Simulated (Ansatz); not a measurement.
RbCaH₃ (cubic perovskite, Pm-3m), a = b = c = 4.398 Å, α = β = γ = 90.00°.

Relaxed with LDA.

Problem. Give the optical modes at the zone centre with their infrared and Raman activity from DFPT, DFT-LDA in the program Ansatz with PAW potentials.

Solution. Transverse frequencies, without the LO–TO term; a row sums one degenerate level.

```
ω (cm⁻¹)  degeneracy  IR ((D/Å)²/amu)  Raman (Å⁴/amu)  activity  symmetry
--------  ----------  ---------------  --------------  --------  --------
108                3             2.93               0        IR       T1u
349                3             0.00               0    silent       T2u
406                3           117.06               0        IR       T1u
1207               3            70.45               0        IR       T1u
```

Problem. How high does the top mode go among those that the LO–TO term moves?

Solution. 1291 cm⁻¹ for q along x.

The workflow started from a Materials Project entry (that database holds measured and hypothetical structures alike); the Crystallography Open Database files this formula in space group No. 221, but the cells were not matched. Whether it is the stable phase at ambient conditions was not checked. Symmetry was held in the LDA relaxation; phonons on a q-mesh show no instability.

Potentials: the later of the program's two PAW sets.
